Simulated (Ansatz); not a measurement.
Here is an unrelaxed guess for TeO.

```cif
data_structure
_symmetry_space_group_name_H-M 'Fmmm'
_symmetry_Int_Tables_number 69
_cell_length_a 5.1705
_cell_length_b 5.4849
_cell_length_c 6.0688
_cell_angle_alpha 90.000
_cell_angle_beta 90.000
_cell_angle_gamma 90.000
_cell_volume 172.11
loop_
_atom_site_label
_atom_site_type_symbol
_atom_site_symmetry_multiplicity
_atom_site_Wyckoff_symbol
_atom_site_fract_x
_atom_site_fract_y
_atom_site_fract_z
_atom_site_occupancy
Te1 Te 4 a 0.00000 0.00000 0.00000 1
O1 O 4 b 0.50000 0.00000 0.00000 1
```

The calculation used DFT PBE, scalar-relativistic, plane waves, PAW (Ansatz). Plane waves to 420 eV, a k mesh through Γ of 6×6×6 on the computed 2-atom cell and Gaussian smearing (0.10 eV); no spin polarisation.

Energies over the elements count from the elements' standard structures at the same level (O₂ as a molecule), with no fitted energy shifts.

Question: How far from equilibrium is it?

Answer: The pressure is -12.3 GPa (the mean over three directions, positive in compression), the largest force is 0.00 eV/Å (symmetry fixes the atoms), and the energy is +0.42 eV/atom against the elements. The shortest distance is 2.59 Å.

Question: Is it a good guess?

Answer: A rough one: relaxing gains about 0.40 eV/atom (the start's value is from the coarse mesh, so the gain is rough) in 24 ionic steps and ends at +0.02 eV/atom on the finer mesh. The symmetry goes from Fmmm (No. 69) to I4/mmm (No. 139). The volume per atom grows by 2.4 %, from 21.5 to 22.0 Å³. The shortest distance goes from 2.59 Å (Te–O) to 2.34 Å (Te–O). Conventional cell: a = 3.305 Å, c = 8.070 Å. Te has 4 O at 2.34 Å; O has 4 Te at 2.34 Å.

The last run used an 18×18×18 mesh for its 2-atom cell and Gaussian smearing of 0.10 eV. The k mesh leaves some 4 meV/atom of noise in the energy of each metallic cell. No dispersion correction is applied, so the spacing and binding between layers, chains or molecules are poorly described. These runs have no spin–orbit coupling, which can matter for Te. The reference form of Te is held partly by dispersion forces, which this level lacks. The relaxation can't lower the symmetry of the start, and the grade says only how near the guess is to its own end. Symmetry constrained the relaxation, so the result can be a saddle point. Another cell of TeO relaxed alike, in Pmma, lies 0.36 eV/atom lower, so this cell isn't the stable form at this level.
